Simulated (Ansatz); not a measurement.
A geometry of N$_{2}$ away from equilibrium: the start of the relaxation of a generated trial cell of N2 in the AFLOW prototype A_cP8_205_c. Level of theory: r2SCAN (plane waves to 500 eV, PAW, scalar-relativistic; Ansatz, an electronic-structure program). Γ-centred k-mesh 6×6×6 on the run's cell, Fermi–Dirac smearing 0.05 eV.

```xyz
8
Lattice="5.6500 0.0000 0.0000 0.0000 5.6500 0.0000 0.0000 0.0000 5.6500" Properties=species:S:1:pos:R:3:forces:R:3 pbc="T T T" free_energy=-3078.617 pressure_GPa=0.7
N      0.3146     0.3146     0.3146    0.2553    0.2553    0.2553
N      3.1396     2.5104     5.3354    0.2553   -0.2553   -0.2553
N      5.3354     3.1396     2.5104   -0.2553    0.2553   -0.2553
N      2.5104     5.3354     3.1396   -0.2553   -0.2553    0.2553
N      5.3354     5.3354     5.3354   -0.2553   -0.2553   -0.2553
N      2.5104     3.1396     0.3146   -0.2553    0.2553    0.2553
N      0.3146     2.5104     3.1396    0.2553   -0.2553    0.2553
N      3.1396     0.3146     2.5104    0.2553    0.2553   -0.2553
```

Positions in Å, forces in eV/Å, free energy of the cell in eV (comparable only within this code, potentials and settings). Largest force: 0.44 eV/Å, on N1, N2, N3, N4, N5, N6, N7, N8 (atoms numbered as listed); the geometry lies under 0.01 eV/atom above the end of its relaxation.

No spin polarisation in the result. No dispersion correction is included, so spacings between layers, chains or molecules are soft and tend to come out too large.

The run could not lose the symmetry of its start.
